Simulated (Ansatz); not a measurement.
**Li4Ge2B: gradients before and after relaxing the atoms**

Start: a structure deposited in the COD.

```xyz
7
Lattice="2.2302 1.2876 6.1066 -2.2302 1.2876 6.1066 0.0000 -2.5752 6.1066" Properties=species:S:1:pos:R:3 pbc="T T T"
Li    0.0000    0.0000    3.0044
Li    0.0000    0.0000    5.4849
Li    0.0000    0.0000    0.0605
Li    0.0000    0.0000    8.4087
Ge    0.0000    0.0000   10.8645
Ge    0.0000    0.0000   13.4384
B     0.0000    0.0000   16.0407
```

Atoms are numbered from 1 in the order listed; like atoms form one site, named after its first atom.

Computed with Ansatz: DFT, PBE, plane waves and PAW, scalar-relativistic, 420 eV cutoff, Γ-centred 9×9×9 k-points, Fermi–Dirac smearing 0.05 eV.

The largest force at the start is 0.97 eV/Å. Relaxing the ions at fixed cell moves them by 0.256 Å at most (atom 7, B) and 0.161 Å rms.

```
site  atom  moved (Å)                                        first shell before                                         first shell after  V_zz before (10²¹ V/m²)  η before
 Li1     1      0.001   5 Li at 2.48–2.94 Å, 3 B at 2.70 Å, 6 Ge at 3.12–3.13 Å   3 B at 2.64 Å, 5 Li at 2.71–2.90 Å, 6 Ge at 3.04–3.08 Å                    0.045      0.00
 Li2     2      0.251   5 Li at 2.48–2.92 Å, 6 Ge at 2.68–3.17 Å, 3 B at 3.06 Å  5 Li at 2.53–2.73 Å, 3 Ge at 2.78 Å; also 3 Ge at 3.12 Å                    0.038      0.00
 Li3     3      0.049   1 B at 2.34 Å, 4 Li at 2.66–2.94 Å, 6 Ge at 2.83–2.94 Å   7 Li at 2.62–3.29 Å, 1 B at 2.64 Å, 6 Ge at 2.87–2.99 Å                    -0.12      0.00
 Li4     4      0.146   4 Ge at 2.46–2.79 Å, 4 Li at 2.67–2.92 Å, 3 B at 2.99 Å   4 Li at 2.53–2.71 Å, 4 Ge at 2.54–2.69 Å, 3 B at 2.94 Å                   -0.040      0.00
 Ge5     5      0.058       10 Li at 2.46–3.12 Å, 1 Ge at 2.57 Å, 3 B at 2.74 Å       10 Li at 2.54–3.08 Å, 1 Ge at 2.79 Å, 3 B at 2.81 Å                    -4.43      0.00
 Ge6     6      0.159       1 Ge at 2.57 Å, 1 B at 2.60 Å, 12 Li at 2.79–3.17 Å                        1 B at 2.19 Å; also 3 Li at 2.69 Å                     9.76      0.00
   B     7      0.256  1 Li at 2.34 Å; also 4 Ge at 2.60–2.74 Å, 3 Li at 2.70 Å                       1 Ge at 2.19 Å; also 4 Li at 2.64 Å                    -0.40      0.00
```

Question: How do the gradients change?

Answer: 

```csv
site,atom,V_zz after,η after,change of V_zz
Li1,1,0.050,0.00,+0.01
Li2,2,0.022,0.00,-0.02
Li3,3,-0.068,0.00,+0.05
Li4,4,<0.005,–,+0.04
Ge5,5,-2.45,0.00,+1.98
Ge6,6,5.51,0.00,-4.25
B,7,-0.47,0.00,-0.07
```

The largest change of V_zz is on Ge6, from 9.76 to 5.51. In per cent, |V_zz| changes by -45 to -44 on Ge (all sites that start above 2).

At this cell the principal stresses reach 5 GPa in size with PBE, which can matter for small gradients. With no gap above 0.1 eV, as in a metal, the gradients converge slowly in k; expect changes of a tenth or more on a denser mesh. With these PAW files V_zz is typically within 2 to 3 % of all-electron values, but misses above 10 % occur on Li.
